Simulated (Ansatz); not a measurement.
Computed with DFT PBE, scalar-relativistic, plane waves, PAW in Ansatz. All cells share a 420 eV cutoff and Γ-centred k meshes spaced at most about 0.3 Å⁻¹ (about 0.25 or finer for metals, 2π included). No spin polarisation in the final relaxations.

Temperature and zero-point effects are left out.

Two relaxed structures of Si3Sn:

A.

```
CELL_PARAMETERS angstrom
5.31972 0.00000 0.00000
0.00000 5.31972 0.00000
0.00000 0.00000 5.31972
ATOMIC_POSITIONS crystal
Si 0.25000 0.00000 0.50000
Si 0.50000 0.75000 0.00000
Si 0.75000 0.00000 0.50000
Si 0.50000 0.25000 0.00000
Si 0.00000 0.50000 0.75000
Si 0.00000 0.50000 0.25000
Sn 0.00000 0.00000 0.00000
Sn 0.50000 0.50000 0.50000
```

B.

```
CELL_PARAMETERS angstrom
4.20413 0.00000 0.00000
0.00000 4.20413 0.00000
0.00000 0.00000 4.20413
ATOMIC_POSITIONS crystal
Si 0.50000 0.50000 0.00000
Si 0.50000 0.00000 0.50000
Si 0.00000 0.50000 0.50000
Sn 0.00000 0.00000 0.00000
```

Problem. Which would you expect to be lower, and how large is the difference?

Solution. B is lower, by 49 meV/atom. A has the A15 type, space group Pm-3n (No. 223), 18.8 Å³/atom and no gap on its mesh; B has the Cu3Au (L1_2) type, space group Pm-3m (No. 221), 18.6 Å³/atom and no gap. Counting Si atoms around Sn (those within 1.25 times the shortest such distance or 1.15 times the sum of covalent radii, 1.27 where that leaves under three; the shortest distance is added where it exceeds 1.18 times the sum of covalent radii), A and B both have Sn 12 from 3.0 Å. Even the lower one lies +0.63 eV/atom against the reference forms of the elements (uncorrected), so neither is stable at this level. Both come from invented guesses. A third cell relaxed alike, in Cccm, lies 170 meV/atom below the lower of the two.

Cells relaxed within their symmetry can be saddle points.
